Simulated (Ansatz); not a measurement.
Screening note. Surface loss at microwave frequencies, Drude damping in the near infrared and electronic heat conduction all follow from the resistivity and the plasma energy of a metal.

The reference row is fcc Ag. Frequency 30 GHz, photon energy 1.2 eV, T = 300 K, Lorenz number 2.44×10⁻⁸ WΩ/K². All rows are cubic metals, run without spin polarisation.

Methods, by column (Ansatz, a plane-wave PAW program): resistivity, plasma energy, N(E_F): PBEsol, Boltzmann equation with harmonic phonons, 300 K, mean over directions.

Not checked to be the ambient phase: TiTc (CsCl type); TiRe (CsCl type); LiHg (CsCl type); LaPt2 (Fd-3m, cF24). Spin–orbit coupling is left out unless named.

| crystal | ρ (μΩ·cm) | ħω_p (eV) | N(E_F) (states/eV/atom) |
|---|---|---|---|
| TiTc (CsCl type) | 7.1 | 7.9 | 0.78 |
| TiRe (CsCl type) | 5.5 | 7.9 | 0.60 |
| LiHg (CsCl type) | 8.8 | 8.4 | 0.30 |
| LaPt2 (Fd-3m, cF24) | 30 | 3.0 | 0.34 |
| fcc Ag, reference | 1.6 | 9.2 | 0.26 |

Definitions used: R_s = √(πfμ₀ρ) = 6.283 mΩ × √(f ρ); ħγ = ħε₀ω_p²ρ = 0.1345 meV × (ħω_p)² ρ; quality = ω/γ; κ_e = L₀T/ρ = 732/ρ.

Task: From the table, find surface resistance, damping ħγ, Drude quality and electronic κ for LiHg (CsCl type).

Result: 
- R_s = 6.283 × √(30 × 8.8) = 100 mΩ
- ħγ = 0.1345 × 8.4² × 8.8 = 83.5 meV
- Drude quality: 1200/83.5 = 14
- κ_e = 732/8.8 = 83 W/(m·K)

Task: Rank all rows by Drude quality, highest first.

Result: The same steps for every row:

| crystal | surface resistance (mΩ) | damping ħγ (meV) | Drude quality | electronic κ (W/(m·K)) |
|---|---|---|---|---|
| TiTc (CsCl type) | 92 | 59.6 | 20 | 100 |
| TiRe (CsCl type) | 81 | 46.2 | 26 | 130 |
| LiHg (CsCl type) | 100 | 83.5 | 14 | 83 |
| LaPt2 (Fd-3m, cF24) | 190 | 36.3 | 33 | 24 |
| fcc Ag, reference | 44 | 18.2 | 66 | 460 |

Ranking by Drude quality, highest first: fcc Ag (66 ± 12), LaPt2 (Fd-3m, cF24) (33 ± 6.2) ≈ TiRe (CsCl type) (26 ± 4.9) ≈ TiTc (CsCl type) (20 ± 3.8), LiHg (CsCl type) (14 ± 2.7). The ± follows from allowances picked for this note (resistivity 12 %, plasma energy 4 %, 12 % for the model), carried to first order and added in quadrature; ≈ joins neighbours closer than their two ± added in quadrature. At the edge of that rule, so that a last digit could turn the call: TiRe (CsCl type) and TiTc (CsCl type). On this figure 0 of 4 candidates do clearly better than the reference.

Only phonon scattering is included, so films lose more. Interband absorption, often the larger optical loss, is outside the Drude quality. Resistivities move by up to 12 % from half the mesh. The rows are a sample of cubic metals; oxides, V to Ni (no spin in these runs) and Tl, Pb, Bi were not drawn. Limits of the draw: cubic metals without O, V to Ni, Tl, Pb or Bi. As a rule kept out of such tables: 4f compounds, open-shell compounds run without a Hubbard term, cells found unstable in the tests at hand, cells close to a higher symmetry, and runs set to a pressure or over 12 % in volume from the crystal's fullest run.
